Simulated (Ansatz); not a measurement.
Input:

AgCl:
```
CELL_PARAMETERS angstrom
      0.00000     2.80575     2.80575
      2.80575     0.00000     2.80575
      2.80575     2.80575     0.00000
ATOMIC_POSITIONS crystal
  Ag 0.50000 0.50000 0.50000
  Cl 0.00000 0.00000 0.00000
```

This is the PBE-relaxed structure.

Task: All from PBE (plane waves, PAW; program Ansatz), unless another level is named. Estimate the smallest direct gap on the standard path.

Result: 2.89 eV.

Task: Predict the weight of the valence-edge state by species (Voronoi cells).

Result: Ag 54 %, Cl 46 %.

Task: What about the conduction-band minimum?

Result: at Γ.

Space group Fm-3m (rock salt). Symmetry was held in the PBE relaxation. No spin polarisation was allowed. Scalar-relativistic: spin–orbit coupling is off unless named, which matters more the heavier the elements.

Potentials: the later of the program's two PAW sets.
